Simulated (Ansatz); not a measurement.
Relaxation of a relaxed Ti2C cell displaced along its unstable phonon at q = (0, 0, ½) of its primitive reciprocal cell (27i cm⁻¹), largest move 0.15 Å; 12 atoms in the cell, which starts as Cm (No. 8), mS24; a = 5.2370 Å, b = 3.0236 Å, c = 20.0913 Å, α = 90.00°, β = 90.00°, γ = 90.00°. Computed with PBEsol (plane waves to 420 eV, PAW, scalar-relativistic; Ansatz, an electronic-structure program). Γ-centred k-mesh 12×12×2 on the run's cell (coarser than for final values), Fermi–Dirac smearing 0.05 eV. This is the first round of the run. 

The optimiser's lines from the output (shortened; P is positive under compression):

```
relax step   1: F+E_penalty+E_count = -20780.53795334 eV  Δ(F+E_penalty+E_count) = +0.000e0 eV  max|allowed force component| = 9.274e-2 eV/Å  Δτ_max = 0.0000 Å  P = -0.024 GPa  Ω = 159.066 Å³  (8 SCF iters, dr2 threshold 1.00e-7 eV, accepted)
relax step   2: F+E_penalty+E_count = -20780.55068357 eV  Δ(F+E_penalty+E_count) = -1.273e-2 eV  max|allowed force component| = 7.582e-2 eV/Å  Δτ_max = 0.0824 Å  P = +0.189 GPa  Ω = 158.477 Å³  (6 SCF iters, dr2 threshold 5.37e-7 eV, accepted)
relax step   3: F+E_penalty+E_count = -20780.56101984 eV  Δ(F+E_penalty+E_count) = -1.034e-2 eV  max|allowed force component| = 1.788e-1 eV/Å  Δτ_max = 0.1252 Å  P = -0.570 GPa  Ω = 159.713 Å³  (7 SCF iters, dr2 threshold 6.77e-7 eV, accepted)
relax step   4: F+E_penalty+E_count = -20780.57399929 eV  Δ(F+E_penalty+E_count) = -1.298e-2 eV  max|allowed force component| = 1.267e-1 eV/Å  Δτ_max = 0.0642 Å  P = -0.561 GPa  Ω = 159.436 Å³  (6 SCF iters, dr2 threshold 1.20e-6 eV, accepted)
relax step   5: F+E_penalty+E_count = -20780.59145872 eV  Δ(F+E_penalty+E_count) = -1.746e-2 eV  max|allowed force component| = 2.067e-1 eV/Å  Δτ_max = 0.1978 Å  P = -0.307 GPa  Ω = 158.128 Å³  (7 SCF iters, dr2 threshold 1.20e-6 eV, accepted)
relax step   6: F+E_penalty+E_count = -20780.61668987 eV  Δ(F+E_penalty+E_count) = -2.523e-2 eV  max|allowed force component| = 1.377e-1 eV/Å  Δτ_max = 0.2000 Å  P = +0.682 GPa  Ω = 157.495 Å³  (7 SCF iters, dr2 threshold 1.20e-6 eV, accepted)
relax step   7: F+E_penalty+E_count = -20780.67664394 eV  Δ(F+E_penalty+E_count) = -5.995e-2 eV  max|allowed force component| = 2.844e-1 eV/Å  Δτ_max = 0.2000 Å  P = +0.594 GPa  Ω = 157.365 Å³  (7 SCF iters, dr2 threshold 1.20e-6 eV, accepted)
relax step   8: F+E_penalty+E_count = -20780.73935252 eV  Δ(F+E_penalty+E_count) = -6.271e-2 eV  max|allowed force component| = 2.589e-1 eV/Å  Δτ_max = 0.2000 Å  P = +0.785 GPa  Ω = 156.125 Å³  (7 SCF iters, dr2 threshold 1.20e-6 eV, accepted)
relax step   9: F+E_penalty+E_count = -20780.76153426 eV  Δ(F+E_penalty+E_count) = -2.218e-2 eV  max|allowed force component| = 1.561e-1 eV/Å  Δτ_max = 0.1948 Å  P = +0.022 GPa  Ω = 156.321 Å³  (7 SCF iters, dr2 threshold 1.20e-6 eV, accepted)
relax step  10: F+E_penalty+E_count = -20780.76959049 eV  Δ(F+E_penalty+E_count) = -8.056e-3 eV  max|allowed force component| = 9.655e-3 eV/Å  Δτ_max = 0.0625 Å  P = -0.030 GPa  Ω = 156.697 Å³  (6 SCF iters, dr2 threshold 1.20e-6 eV, accepted)
relax step  11: F+E_penalty+E_count = -20780.76975435 eV  Δ(F+E_penalty+E_count) = -1.639e-4 eV  max|allowed force component| = 1.463e-3 eV/Å  Δτ_max = 0.0081 Å  P = -0.002 GPa  Ω = 156.690 Å³  (6 SCF iters, dr2 threshold 3.22e-8 eV, accepted)
relax step  12: F+E_penalty+E_count = -20780.76976197 eV  Δ(F+E_penalty+E_count) = -7.621e-6 eV  max|allowed force component| = 4.039e-4 eV/Å  Δτ_max = 0.0016 Å  P = -0.000 GPa  Ω = 156.689 Å³  (6 SCF iters, dr2 threshold 1.22e-9 eV, accepted)
relax step  13: F+E_penalty+E_count = -20780.76808311 eV  Δ(F+E_penalty+E_count) = +1.679e-3 eV  max|allowed force component| = 4.706e-4 eV/Å  Δτ_max = 0.0000 Å  P = -0.013 GPa  Ω = 156.689 Å³  stress off target by 2.88e-2 GPa  SCF on the basis re-selected at this cell (its energy is not comparable with the rows above)  (9 SCF iters)
relax step  14: F+E_penalty+E_count = -20780.76809728 eV  Δ(F+E_penalty+E_count) = -1.417e-5 eV  max|allowed force component| = 3.925e-4 eV/Å  Δτ_max = 0.0005 Å  P = -0.000 GPa  Ω = 156.674 Å³  (6 SCF iters, dr2 threshold 2.07e-9 eV, accepted)
relax step  15: F+E_penalty+E_count = -20780.76807564 eV  Δ(F+E_penalty+E_count) = +2.164e-5 eV  max|allowed force component| = 3.932e-4 eV/Å  Δτ_max = 0.0000 Å  P = -0.000 GPa  Ω = 156.674 Å³  stress off target by 1.79e-3 GPa  SCF on the basis re-selected at this cell (its energy is not comparable with the rows above)  (8 SCF iters)
```

From the first to the last row the energy changes by -0.02 eV/atom and the volume by -1.5 %. The last row is marked as not comparable with the walk above it, whose basis was carried along; it does compare with step 1, since both stand on a basis selected at the nominal cutoff for their own cell.

Later rounds, restarted from the end of this one on a renewed k-mesh, logged 4 more steps and released under 0.01 eV/atom more. The final structure after all rounds: Cmcm (No. 63), oS12; a = 2.9615 Å, b = 5.2562 Å, c = 10.0661 Å, α = β = γ = 90.00°. Between re-selections the logged energies stand on a plane-wave basis carried along with the cell. No spin polarisation in the result.

The run could not lose the symmetry of its start: the end is stationary, and may be a saddle point rather than a minimum.

The relaxed structure here is a generated cell of Ti2C: the first start was made by placing the elements on the sites of a structure type, and the end was not matched to a known phase here, so it may be hypothetical.
